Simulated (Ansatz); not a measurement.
**Hydrogen-ended wire of C, C44BH36**

Theory: DFT, PBEsol, PAW, plane waves in Ansatz.

Command (of this form; memory limits and the device number are left out):

```sh
ansatz run in.yaml --threads 7 --pin off --runs-dir r --events-out ev --progress --plain
```

The input less its lattice and atoms (starting moments on atoms near the defect: 1 μB in all):

```yaml
kpoints:
  mp_grid: { grid: [1, 1, 2] }
hamiltonian:
  xc: pbesol
magnetization:
  spin_polarized: true
scf:
  occupations: { method: fermi_dirac, width: 0.01 }
relax:
  f_tol: 0.03
  max_steps: 80
  escape_saddle: false
  adjacent_minimum: "off"
output:
  forces: true
  eigenvalues: true
  populations: true
```

Start:

```
C B H
1.0
    12.16224  -12.16224    0.00000
     0.00000    0.00000   17.20000
    -5.33070   -5.33070    0.00000
C B H
44 1 36
Direct
  0.35287 0.49835 0.66847
  0.64839 0.50075 0.66422
  0.49917 0.50163 0.33892
  0.35541 0.49997 0.99569
  0.64509 0.49971 0.00014
  0.49926 0.34304 0.83452
  0.49976 0.55111 0.83208
  0.35055 0.55128 0.49943
  0.64717 0.55185 0.49871
  0.49925 0.34416 0.16754
  0.50191 0.55250 0.16273
  0.49954 0.50023 0.67043
  0.35250 0.49915 0.33288
  0.64772 0.50042 0.33080
  0.50049 0.50175 0.99722
  0.35426 0.55166 0.83004
  0.64670 0.55365 0.83562
  0.50170 0.34538 0.50050
  0.35313 0.55062 0.16825
  0.64626 0.55267 0.16694
  0.57404 0.39604 0.83285
  0.57435 0.60222 0.83099
  0.42659 0.39793 0.49946
  0.42609 0.60401 0.50146
  0.57357 0.39614 0.16169
  0.57265 0.60431 0.16902
  0.57257 0.44780 0.66446
  0.57388 0.65704 0.66805
  0.42682 0.45055 0.33551
  0.42734 0.65455 0.33143
  0.57257 0.44824 0.00027
  0.57201 0.65485 0.99638
  0.42646 0.39606 0.83227
  0.42725 0.60292 0.83541
  0.57166 0.39716 0.50406
  0.57255 0.60398 0.50294
  0.42733 0.39557 0.17235
  0.42760 0.60218 0.16431
  0.42721 0.44851 0.66831
  0.42731 0.65386 0.66792
  0.57554 0.44740 0.33624
  0.57389 0.65512 0.33165
  0.42862 0.44797 0.99756
  0.42571 0.65385 0.99784
  0.50006 0.55200 0.50366
  0.29742 0.46133 0.66250
  0.70246 0.46381 0.66524
  0.29844 0.46261 0.00118
  0.69927 0.46220 0.99696
  0.49933 0.30863 0.70857
  0.49902 0.30749 0.95719
  0.29927 0.59101 0.49694
  0.70084 0.58901 0.50219
  0.50052 0.30678 0.04202
  0.49987 0.30643 0.29142
  0.30100 0.46158 0.32887
  0.69944 0.46272 0.33784
  0.29995 0.59134 0.83301
  0.69949 0.58862 0.83431
  0.49891 0.30681 0.62194
  0.49906 0.30496 0.37912
  0.30114 0.58948 0.16623
  0.70157 0.59110 0.16849
  0.62618 0.35712 0.83411
  0.37197 0.35996 0.50083
  0.62662 0.35632 0.16475
  0.51997 0.69199 0.66221
  0.62712 0.69312 0.66625
  0.37232 0.69318 0.33294
  0.48156 0.69391 0.33576
  0.51890 0.69238 0.00386
  0.62760 0.69269 0.99712
  0.37269 0.35809 0.83187
  0.62962 0.36076 0.50665
  0.37347 0.35975 0.16944
  0.37366 0.69312 0.66765
  0.48161 0.69032 0.66951
  0.52018 0.69436 0.33769
  0.62670 0.69243 0.33386
  0.37444 0.69330 0.99770
  0.48028 0.69146 0.00242
```

Steps:

| step | energy less the first (eV) | largest force component (eV/Å) |
| --- | --- | --- |
| start | 0.000 | 9.612 |
| 1 | -12.863 | 3.942 |
| 2 | -17.448 | 1.699 |
| 3 | -18.945 | 0.312 |
| 4 | -19.403 | 0.438 |
| 5 | -19.572 | 0.825 |
| 6 | -19.946 | 0.593 |
| 7 | -20.105 | 0.802 |
| 8 | -20.133 | 0.217 |
| 9 | -20.137 | 0.062 |
| 10 | -20.137 | 0.025 |

End:

```xyz
81
Lattice="12.1622 -12.1622 0.0000 0.0000 0.0000 17.2000 -5.3307 -5.3307 0.0000" Properties=species:S:1:pos:R:3 pbc="T T T"
C     0.7258   -7.8835    8.5819
C     4.2807  -11.4385    8.5809
C     4.2951   -7.8690    8.6110
C     4.2810   -4.3316    8.5811
C     7.8325   -7.8832    8.5798
C     1.6784  -10.4851    5.9801
C     1.6203  -10.5442    9.5754
C     1.5812   -6.9634    9.4433
C     5.2010  -10.5832    9.4422
C     5.2342   -6.9288    5.9759
C     5.1595   -7.0050    9.5753
C     2.4810   -9.6832    8.6121
C     2.5025   -6.1072    8.5815
C     6.0569   -9.6616    8.5802
C     6.0537   -6.1104    8.6453
C    -0.1744   -8.7611    9.4327
C     3.4033  -12.3389    9.4315
C     3.4564   -8.7070    5.9823
C     3.3790   -5.2083    9.4323
C     6.9561   -8.7855    9.4311
C     2.4910  -11.4352    6.8282
C     2.5623  -11.4921   10.4141
C     2.5116   -7.8966    6.8374
C     2.3989   -7.7824   10.4585
C     6.0516   -7.8742    6.8269
C     6.1084   -7.9459   10.4140
C     3.3840  -10.5539    7.7251
C     3.5857  -10.7588   11.2876
C     3.3954   -6.9961    7.7250
C     3.1961   -6.7897   11.2882
C     6.9419   -6.9965    7.7268
C     7.1136   -7.1664   11.2533
C     0.7285   -9.6727    6.8287
C     0.6727   -9.6024   10.4148
C     4.2670   -9.6520    6.8369
C     4.3823   -9.7659   10.4578
C     4.2891   -6.1117    6.8276
C     4.2189   -6.0564   10.4146
C     1.6101   -8.7800    7.7256
C     1.4064   -8.5794   11.2884
C     5.1677   -8.7683    7.7243
C     5.3752   -8.9688   11.2876
C     5.1674   -5.2219    7.7274
C     4.9986   -5.0514   11.2539
B     3.3902   -8.7743    9.6283
H     0.0971   -7.2688    7.9000
H     4.8953  -12.0669    7.8986
H     3.6568   -3.7081    7.9041
H     8.4557   -8.5072    7.9025
H     2.4084   -9.7552    5.6547
H     1.4453  -10.7180    4.9214
H     0.9032   -6.2847   10.0108
H     5.8801  -11.2612   10.0092
H     5.9613   -6.2014    5.6380
H     4.9906   -7.1718    4.9224
H     1.8870   -5.4792    7.8995
H     6.6846  -10.2768    7.8978
H    -0.8254   -8.1138   10.0557
H     4.0505  -12.9902   10.0542
H     3.2173   -8.9457    4.9262
H     4.1831   -7.9806    5.6530
H     2.7317   -4.5572   10.0554
H     7.6074   -9.4331   10.0537
H     3.1322  -12.0893    6.2004
H     1.8639   -7.2431    6.2160
H     6.7124   -8.5117    6.2022
H     3.1108  -10.2779   12.1557
H     4.2622  -11.5348   11.7151
H     2.5187   -6.0146   11.7158
H     3.6718   -7.2701   12.1561
H     6.6527   -6.7050   12.1367
H     7.8434   -7.8968   11.6598
H     0.0743   -9.0312    6.2012
H     4.9204  -10.2995    6.2152
H     3.6514   -5.4507    6.2035
H     0.6307   -7.9032   11.7168
H     1.8880   -9.0549   12.1558
H     4.8947   -8.4932   12.1554
H     6.1503   -9.6464   11.7152
H     4.2683   -4.3218   11.6609
H     5.4601   -5.5126   12.1371
```

Self-consistency was reached.

Time: 4.2 min of wall time on 7 threads of a Neoverse-V2 processor, on a host shared with other runs; peak host memory 7 GiB.

How much energy did the relaxation gain, and which atom moved most?

20.14 eV in 10 steps, from a start with small random displacements; atom 51 (H) moved 0.75 Å, the median atom 0.10 Å (drift of the whole cell removed).
